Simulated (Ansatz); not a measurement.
Structure: In3BiP2 as one 6-atom ordering (P3m1) on the zincblende lattice, at its r2SCAN minimum. Space group P3m1 (No. 156), trigonal; a = 4.361 Å, c = 10.796 Å in the conventional setting, 29.64 Å³ an atom. P has 4 In at 2.54–2.63 Å; P has 4 In at 2.58–2.62 Å; Bi has 4 In at 2.82–2.92 Å; In has 4 P at 2.58–2.63 Å; In has 3 P at 2.62 Å and 1 Bi at 2.92 Å; In has 1 P at 2.54 Å and 3 Bi at 2.82 Å.

```cif
data_structure
_symmetry_space_group_name_H-M 'P 1'
_symmetry_Int_Tables_number 1
_cell_length_a 4.3610
_cell_length_b 4.3610
_cell_length_c 10.7965
_cell_angle_alpha 90.000
_cell_angle_beta 90.000
_cell_angle_gamma 120.000
_cell_volume 177.82
loop_
_atom_site_label
_atom_site_type_symbol
_atom_site_fract_x
_atom_site_fract_y
_atom_site_fract_z
_atom_site_occupancy
P1 P 0.00000 0.00000 0.01412 1
P2 P 0.33333 0.66667 0.32270 1
Bi1 Bi 0.66667 0.33333 0.66085 1
In1 In 0.33333 0.66667 0.08362 1
In2 In 0.66667 0.33333 0.39032 1
In3 In 0.00000 0.00000 0.77839 1
```

The questions ask for values computed with the plane-wave code Ansatz on this geometry. The calculation is non-magnetic, and the structure need not be a phase that has been made.

Problem. Is there a gap with r2SCAN, and of what kind?

Solution. r2SCAN gives no gap: the lowest nominally empty band dips 0.01 eV below the top of the last filled one (its bottom at Γ–M (0.17 of the way from Γ), the top at k = (0, 0.083, 1/4)), so the cell is a metal or semimetal at this level.

Problem. What does PBE give for the gap (12×12×4 mesh)?

Solution. PBE gives no gap: the lowest nominally empty band dips 0.05 eV below the top of the last filled one (its bottom at L, the top at A–L (0.17 of the way from A)), so the cell is a metal or semimetal at this level.

Problem. How does the gap change from r2SCAN to PBE+SOC (12×12×4)?

Solution. With PBE+SOC the bands overlap by 0.39 eV (counted from 1, band 64 peaks at A–L (0.17 of the way from A) and band 65 bottoms out at Γ): no gap. Spin-orbit coupling itself accounts for -0.345 eV.

Only the levels marked +SOC include spin-orbit coupling.

Coordinates of k points refer to the reciprocal vectors of the primitive cell of the runs.
